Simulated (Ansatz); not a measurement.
Clean, relaxed (100) surface of W, space group Im-3m (No. 229) (top face towards +c; atoms held fixed, by place in the list: 1, 2):

```
W
1.0
     3.15436    0.00000    0.00000
     0.00000    3.15436    0.00000
     0.00000    0.00000   23.30872
W
5
Direct
  0.50000 0.50000 0.36467
  0.00000 0.00000 0.43234
  0.50000 0.50000 0.49852
  0.00000 0.00000 0.56821
  0.50000 0.50000 0.62813
```

Level of theory: Ansatz 0.2.0, DFT PBEsol, scalar-relativistic, plane waves, PAW. Settings: cutoff 420 eV, Γ-centred mesh 9×9×1 on the computed 5-atom cell, Gaussian smearing of 0.10 eV; no spin polarisation. The cell repeats along c with a dipole correction in the vacuum.

CH is put at the hollow (over W) at (0.00, 0.00) site, one adsorbate per 9.9 Å², and relaxed. The adsorption energy is E(slab + adsorbate) − E(slab) − E(free adsorbate, spin-polarised where open-shell). Heights count from the highest slab atom after relaxation. Bonded neighbours lie within 1.25 times the sum of covalent radii (1.35 for H) and, on that scale, within 12 % of the closest. With the adsorbate the cell is lengthened along c to keep the vacuum.

**Question.** How strongly does it bind, and where does its anchoring atom end?

**Answer.** -7.98 eV; at (0.00, 0.00), 5 bonded neighbours (W).

**Question.** How high does its anchoring atom sit over the highest slab atom, and what is the shortest contact with the surface?

**Answer.** 0.61 Å; C–W 2.26 Å.

**Question.** The clean face has a work function of 4.21 eV. How does the adsorbate change it?

**Answer.** By -1.40 eV.

**Question.** Does the adsorbate stay in one piece?

**Answer.** Yes.

Each end is the local minimum or symmetric point that its start leads to. The slab is only 6.3 Å thick, so the energies aren't converged with thickness.

The adsorbed runs have no spin polarisation, so weakly bound open-shell ends lie too high.